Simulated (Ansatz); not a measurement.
Relaxation of a relaxed SnO cell displaced along its unstable phonon at q = (½, 0, 0) of its primitive reciprocal cell (51i cm⁻¹), largest move 0.15 Å; 8 atoms in the cell, which starts as Pmma (No. 51), oP8; a = 6.5264 Å, b = 6.3413 Å, c = 3.2632 Å, α = 90.00°, β = 90.00°, γ = 90.00°. Method: PBE (plane waves to 420 eV, PAW, scalar-relativistic; Ansatz, a quantum-chemistry and plane-wave program). Γ-centred k-mesh 4×7×4 on the run's cell (coarser than for final values), Fermi–Dirac smearing 0.05 eV. This is the first round of the run. 

The optimiser's lines from the output (shortened; P is positive under compression):

```
relax step   1: F+E_penalty+E_count = -26364.66176179 eV  Δ(F+E_penalty+E_count) = +0.000e0 eV  max|allowed force component| = 1.501e-1 eV/Å  Δτ_max = 0.0000 Å  P = -0.019 GPa  Ω = 135.048 Å³  (8 SCF iters, dr2 threshold 1.00e-7 eV, accepted)
relax step   2: F+E_penalty+E_count = -26364.68989503 eV  Δ(F+E_penalty+E_count) = -2.813e-2 eV  max|allowed force component| = 2.271e-1 eV/Å  Δτ_max = 0.0630 Å  P = +0.061 GPa  Ω = 134.860 Å³  (6 SCF iters, dr2 threshold 8.00e-7 eV, accepted)
relax step   3: F+E_penalty+E_count = -26364.81796298 eV  Δ(F+E_penalty+E_count) = -1.281e-1 eV  max|allowed force component| = 2.935e-1 eV/Å  Δτ_max = 0.1949 Å  P = -0.184 GPa  Ω = 134.346 Å³  (7 SCF iters, dr2 threshold 8.00e-7 eV, accepted)
relax step   4: F+E_penalty+E_count = -26364.94478585 eV  Δ(F+E_penalty+E_count) = -1.268e-1 eV  max|allowed force component| = 1.338e-1 eV/Å  Δτ_max = 0.1943 Å  P = -1.095 GPa  Ω = 133.760 Å³  (7 SCF iters, dr2 threshold 8.00e-7 eV, accepted)
relax step   5: F+E_penalty+E_count = -26364.92922069 eV  Δ(F+E_penalty+E_count) = +1.557e-2 eV  max|allowed force component| = 7.633e-1 eV/Å  Δτ_max = 0.1938 Å  P = -1.875 GPa  Ω = 131.003 Å³  (8 SCF iters, dr2 threshold 8.00e-7 eV, rejected (line search))
relax step   6: F+E_penalty+E_count = -26365.02499780 eV  Δ(F+E_penalty+E_count) = -8.021e-2 eV  max|allowed force component| = 9.689e-2 eV/Å  Δτ_max = 0.0393 Å  P = +0.334 GPa  Ω = 131.080 Å³  (12 SCF iters, accepted)
relax step   7: F+E_penalty+E_count = -26365.04326211 eV  Δ(F+E_penalty+E_count) = -1.826e-2 eV  max|allowed force component| = 7.591e-2 eV/Å  Δτ_max = 0.0489 Å  P = -0.477 GPa  Ω = 131.486 Å³  (6 SCF iters, dr2 threshold 8.00e-7 eV, accepted)
relax step   8: F+E_penalty+E_count = -26365.04628015 eV  Δ(F+E_penalty+E_count) = -3.018e-3 eV  max|allowed force component| = 1.786e-2 eV/Å  Δτ_max = 0.0074 Å  P = -0.034 GPa  Ω = 130.922 Å³  (6 SCF iters, dr2 threshold 8.00e-7 eV, accepted)
relax step   9: F+E_penalty+E_count = -26365.04642056 eV  Δ(F+E_penalty+E_count) = -1.404e-4 eV  max|allowed force component| = 7.018e-4 eV/Å  Δτ_max = 0.0024 Å  P = -0.002 GPa  Ω = 130.912 Å³  (6 SCF iters, dr2 threshold 1.99e-8 eV, accepted)
relax step  10: F+E_penalty+E_count = -26365.04643810 eV  Δ(F+E_penalty+E_count) = -1.754e-5 eV  max|allowed force component| = 1.720e-4 eV/Å  Δτ_max = 0.0002 Å  P = -0.009 GPa  Ω = 130.904 Å³  (6 SCF iters, dr2 threshold 4.32e-9 eV, accepted)
relax step  11: F+E_penalty+E_count = -26365.04645128 eV  Δ(F+E_penalty+E_count) = -1.318e-5 eV  max|allowed force component| = 2.765e-4 eV/Å  Δτ_max = 0.0001 Å  P = -0.001 GPa  Ω = 130.895 Å³  (6 SCF iters, dr2 threshold 1.50e-9 eV, accepted)
relax step  12: F+E_penalty+E_count = -26365.05936409 eV  Δ(F+E_penalty+E_count) = -1.291e-2 eV  max|allowed force component| = 1.857e-3 eV/Å  Δτ_max = 0.0000 Å  P = +0.117 GPa  Ω = 130.895 Å³  stress off target by 5.15e-1 GPa  SCF on the basis re-selected at this cell (its energy is not comparable with the rows above)  (8 SCF iters)
relax step  13: F+E_penalty+E_count = -26365.06087734 eV  Δ(F+E_penalty+E_count) = -1.513e-3 eV  max|allowed force component| = 4.994e-3 eV/Å  Δτ_max = 0.0019 Å  P = +0.008 GPa  Ω = 131.020 Å³  (6 SCF iters, dr2 threshold 6.63e-7 eV, accepted)
relax step  14: F+E_penalty+E_count = -26365.06089703 eV  Δ(F+E_penalty+E_count) = -1.969e-5 eV  max|allowed force component| = 1.393e-4 eV/Å  Δτ_max = 0.0007 Å  P = -0.004 GPa  Ω = 131.054 Å³  (6 SCF iters, dr2 threshold 1.68e-8 eV, accepted)
relax step  15: F+E_penalty+E_count = -26365.06113136 eV  Δ(F+E_penalty+E_count) = -2.343e-4 eV  max|allowed force component| = 2.433e-4 eV/Å  Δτ_max = 0.0000 Å  P = -0.000 GPa  Ω = 131.054 Å³  stress off target by 1.99e-2 GPa  SCF on the basis re-selected at this cell (its energy is not comparable with the rows above)  (7 SCF iters)
```

From the first to the last row the energy changes by -0.05 eV/atom and the volume by -3.0 %. The last row is marked as not comparable with the walk above it, whose basis was carried along; it does compare with step 1, since both stand on a basis selected at the nominal cutoff for their own cell.

Step 5 was rejected by the optimiser.

Later rounds, restarted from the end of this one on a renewed k-mesh, logged 6 more steps and released under 0.01 eV/atom more. The final structure after all rounds: Pmma (No. 51), oP8; a = 6.1399 Å, b = 5.9921 Å, c = 3.5580 Å, α = β = γ = 90.00°. Between re-selections the logged energies stand on a plane-wave basis carried along with the cell. No spin polarisation in the result.

The run could not lose the symmetry of its start, so the end can be a saddle point.

The relaxed structure here is a generated cell of SnO: the first start was made by placing the elements on the sites of a structure type, and the end was not matched to a known phase here, so it may be hypothetical. Known forms of SnO include space group No. 129.
